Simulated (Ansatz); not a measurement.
Is this MgCd2O3 structure stable?

The structure comes from a generated guess, relaxed at this level; another structure or a mixture of phases may lie lower.

All numbers below come from DFT PBE, scalar-relativistic, plane waves, PAW (Ansatz). The final run on the 6-atom cell used 420 eV, a Γ-centred 12×12×4 mesh, 0.02 eV smearing and no spin polarisation.

```cif
data_structure
_symmetry_space_group_name_H-M 'P-3m1'
_symmetry_Int_Tables_number 164
_cell_length_a 3.2385
_cell_length_b 3.2385
_cell_length_c 8.0896
_cell_angle_alpha 90.000
_cell_angle_beta 90.000
_cell_angle_gamma 120.000
_cell_volume 73.48
loop_
_atom_site_label
_atom_site_type_symbol
_atom_site_symmetry_multiplicity
_atom_site_Wyckoff_symbol
_atom_site_fract_x
_atom_site_fract_y
_atom_site_fract_z
_atom_site_occupancy
Mg1 Mg 1 b 0.00000 0.00000 0.50000 1
Cd1 Cd 2 d 0.66667 0.33333 0.82324 1
O1 O 2 d 0.33333 0.66667 0.64134 1
O2 O 1 a 0.00000 0.00000 0.00000 1
```

Formation energies are uncorrected and refer to the elements' standard structures at the same level (O₂ as a molecule).

Task: These tests were run: energy against the elements; random kick, then relaxation without symmetry; phonons at Γ; elastic tensor. What do they show?

Result:

| test | result |
| --- | --- |
| energy against the elements | −1.522 eV/atom |
| random kick, then relaxation without symmetry | returns |
| phonons at Γ | lowest optical mode 88 cm⁻¹ |
| elastic tensor | least eigenvalue 46 GPa |

It fails none of these tests. Other phases of the system weren't compared here, so this isn't yet thermodynamic stability. Phonons away from Γ weren't computed.

The kick test ran on a coarse mesh. The run for the phonons used a 12×12×4 k mesh. The run for the elastic tensor used a 12×12×4 k mesh.
